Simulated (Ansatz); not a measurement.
The relaxed structure here is a generated cell of P: the first start was made by placing the elements on the sites of a structure type, and the end was not matched to a known phase here, so it may be hypothetical. Known forms of P include space group No. 64.

A relaxed cell of P (P6₃/mmc (No. 194)), relaxed on a k-mesh at least as fine as the one used below. Method: r2SCAN (plane waves to 500 eV, PAW, scalar-relativistic; Ansatz, an electronic-structure program). Γ-centred k-mesh 11×11×10 on the run's cell (coarser than for final values), Fermi–Dirac smearing 0.05 eV.

```xyz
4
Lattice="6.5984 0.0000 0.0000 -1.6496 2.8572 0.0000 0.0000 0.0000 3.2009" Properties=species:S:1:pos:R:3 pbc="T T T"
P      0.0000     1.9048     0.8002
P      3.2992     1.9048     0.8002
P      1.6496     0.9524     2.4007
P      4.9488     0.9524     2.4007
```

The atoms are displaced along an unstable phonon of this cell by (Å):

```
atom     ux     uy      uz
----  -----  -----  ------
P1    0.000  0.000   0.150
P2    0.000  0.000  -0.150
P3    0.000  0.000  -0.150
P4    0.000  0.000   0.150
```

What forces (eV/Å) and pressure result?


```
atom     Fx     Fy     Fz
----  -----  -----  -----
P1    -0.18  -0.11  -0.17
P2    -0.18  -0.11   0.17
P3     0.18   0.11   0.17
P4     0.18   0.11  -0.17
```

Pressure +3.1 GPa.

The undisplaced cell is probably no minimum: from this displacement the run went on to Pnma (No. 62), 0.14 eV/atom below it.

No spin polarisation in the result.
